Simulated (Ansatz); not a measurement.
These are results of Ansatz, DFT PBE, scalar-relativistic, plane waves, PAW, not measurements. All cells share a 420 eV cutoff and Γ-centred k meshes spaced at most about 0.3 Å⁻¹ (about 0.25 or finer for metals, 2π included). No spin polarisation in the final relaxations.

Temperature and zero-point effects are left out.

Two relaxed structures of LiSi2N2:

A.

```
Li Si N
1.0
     2.60034    0.00000    0.00000
     0.00000    5.05317    0.00000
     0.00000    0.00000    6.08053
Li Si N
1 2 2
Direct
  0.00000 0.50000 0.50000
  0.00000 0.00000 0.79330
  0.00000 0.00000 0.20670
  0.00000 0.13699 0.50000
  0.00000 0.86301 0.50000
```

B.

```
Li Si N
1.0
    -1.83100    1.83100    3.74364
     1.83100   -1.83100    3.74364
     1.83100    1.83100   -3.74364
Li Si N
1 2 2
Direct
  0.00000 0.00000 0.00000
  0.33768 0.33768 0.00000
  0.66232 0.66232 0.00000
  0.75000 0.25000 0.50000
  0.25000 0.75000 0.50000
```

Question: Which form is favoured at zero pressure, and by what margin per atom?

Answer: B is lower, by 0.67 eV/atom. A has space group Pmmm (No. 47), 16.0 Å³/atom and no gap on its mesh; B has space group I4/mmm (No. 139), 10.0 Å³/atom and no gap. The shortest distance is 1.38 Å (N–N) in A and 1.95 Å (Si–N) in B. A holds Si–Si chains (shortest 2.51 Å) and N–N pairs (shortest 1.38 Å); B holds Si–Si pairs (shortest 2.43 Å). The denser one is the lower, and pressure would at first widen the difference. In A, Li is surrounded by 2 N at 1.83 Å; Si has 2 N at 1.91 Å and 3 Si at 2.51–2.60 Å; N is surrounded by 1 N at 1.38 Å, 1 Li at 1.83 Å and 2 Si at 1.91 Å. In B, around Li lie 2 Si at 2.53 Å, 8 N at 2.62 Å and 8 Si at 2.86 Å; around Si lie 4 N at 1.95 Å, 1 Si at 2.43 Å, 1 Li at 2.53 Å and 4 Li at 2.86 Å; around N lie 4 Si at 1.95 Å, 4 N at 2.59 Å and 4 Li at 2.62 Å. Both come from invented guesses. A third cell relaxed alike, in Pm, lies 0.37 eV/atom below the lower of the two.

In Pmmm, I4/mmm an odd number of electrons in the primitive cell allows no gap without spin; a larger cell or a magnetic state could open one. Cells relaxed within their symmetry can be saddle points; a later kick test found a lower structure for LiSi2N2 I4/mmm.
